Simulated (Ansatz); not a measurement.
CH in its lowest state found on the top face of a (001) slab of Co (P6_3/mmc (No. 194)), 3 planes, outer planes Co (top) and Co (bottom); 1 a cell of 5.23 Å², its atoms last:

```xyz
5
Lattice="2.4564 0.0000 0.0000 -1.2282 2.1273 0.0000 0.0000 0.0000 24.0695" Properties=species:S:1:pos:R:3 pbc="T T T"
Co    1.2282    0.7091    8.5000
Co   -0.0088    1.4233   10.4126
Co    1.2120    0.7184   12.5046
C     1.2100   -0.6986   13.6606
H     1.2110   -0.6992   14.7635
```

Theory: Ansatz, DFT PBEsol, scalar-relativistic, plane waves, PAW. Settings: cutoff 420 eV, Γ-centred mesh 12×12×1 on the computed 5-atom cell, Gaussian smearing of 0.10 eV; collinear spin from starting moments 1.94 1.89 1.94 1 0 μB. A dipole correction removes the field between periodic images along c.

The clean top face has a work function of 5.12 eV. Adsorption changes the slab's dipole along +c by Δp = +0.0636 e·Å a cell (+0.31 D an adsorbate).

Task: What change of work function does the Helmholtz equation give?

Result: A sheet of dipoles makes a step in an electron's potential energy of −e·Δp/(ε0·A), and e/ε0 = 180.95 eV·Å for Δp in e·Å: −180.95 × (0.0636)/5.23 = -2.20 eV. This is the change of φ(top) − φ(bottom). If the bottom face is unmoved, φ(top) becomes 2.92 eV.

Task: How does that compare with the calculation?

Result: φ(top) changes by -2.06 eV and φ(bottom) by +0.14 eV, so their difference changes by -2.20 eV. The slab is thin enough for the adsorbate to shift the Fermi level against the bottom face too.

Task: What does the sign say about the electrons?

Result: The change of dipole points out of the surface, so the work function falls. The molecule's own dipole can set this sign. Δp also holds the adsorbate's own dipole and the moves of the surface atoms, so it isn't a charge transfer alone.